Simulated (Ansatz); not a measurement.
The cell below belongs to a search over invented structures; it isn't taken from experiment.

Input and command of a plane-wave DFT calculation in Ansatz:

```yaml
crystal:
  lattice:
    - [-2.6611407435, 2.6611407435, 5.2987228709]
    - [2.6611407435, -2.6611407435, 5.2987228709]
    - [2.6611407435, 2.6611407435, -5.2987228709]
  atoms:
    - { symbol: Be, position: [0.75, 0.25, 0.5] }
    - { symbol: Be, position: [0.25, 0.75, 0.5] }
    - { symbol: Be, position: [0.5, 0.5, 0.0] }
    - { symbol: Zn, position: [0.0, 0.0, 0.0] }
    - { symbol: Se, position: [0.3981458419, 0.8649631783, 0.0] }
    - { symbol: Se, position: [0.8649631783, 0.3981458419, 0.0] }
    - { symbol: Se, position: [0.6018541581, 0.6018541581, 0.4668173364] }
    - { symbol: Se, position: [0.1350368217, 0.1350368217, 0.5331826636] }
basis:
  ecutwfc: 420
kpoints:
  mp_grid: { grid: [6, 6, 6] }
hamiltonian:
  xc: pbe
scf:
  occupations: { method: fixed }
output:
  forces: true
  stress: true
  eigenvalues: true
relax:
  adjacent_minimum: "off"
  f_tol: 0.001
  max_steps: 60
  cell: { stress_tol: 0.01 }
```

```bash
ansatz run input.yaml --threads 1 --pin off --max-ram 2560MiB --backend cpu --events-out ev --progress --plain --runs-dir out
```

Processor: Arm Neoverse V1, 1 thread, on a host shared with other jobs.

**Question.** Estimate time, memory and problem size.

**Answer.** About 79 s, peak memory 0.49 GiB. It solves 50 bands at 30 k points (after reduction by symmetry) with about 2913 plane waves (on the last cell), in 20 SCF iterations over 3 ionic steps.
